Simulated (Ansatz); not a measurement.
Values for one crystal, relaxed and computed with plane-wave PAW r²SCAN+D4 (Ansatz code); other levels are named.

```yaml
volume_per_atom: 13.31 Å³
band_gap: 3.15 eV (indirect)
Poisson's ratio: 0.21
Pressure derivative B′: 3.8
mechanical_stability: stable (all eigenvalues of C positive)
Bulk modulus (Birch–Murnaghan fit): 106 GPa
Formation energy from the elements (no fitted shifts): -0.92 eV/atom
```

Task: Pick the material that matches.
A. PbS, Pnma (Pb on 4c, S on 4c)
B. PbS, rock salt
C. BeS, P6_422 (Be on 3c, S on 3d)
D. WS2, P6_3/mmc (W on 2c, S on 4f)

Result: C, BeS, P6_422 (Be on 3c, S on 3d)

The start of the workflow was typed in or built on a structure type; neither database checked (COD, Materials Project) lists it. COD files the formula under space group No. 216, so this cell is another polymorph or a model. Its standing as an ambient phase is unchecked. The cell was relaxed with r²SCAN+D4 under the symmetry of its start; whether a distortion lowers the energy is not shown. The references are the lowest solids computed at this level, not always the standard phases.

Potentials: the earlier of the program's two PAW sets.
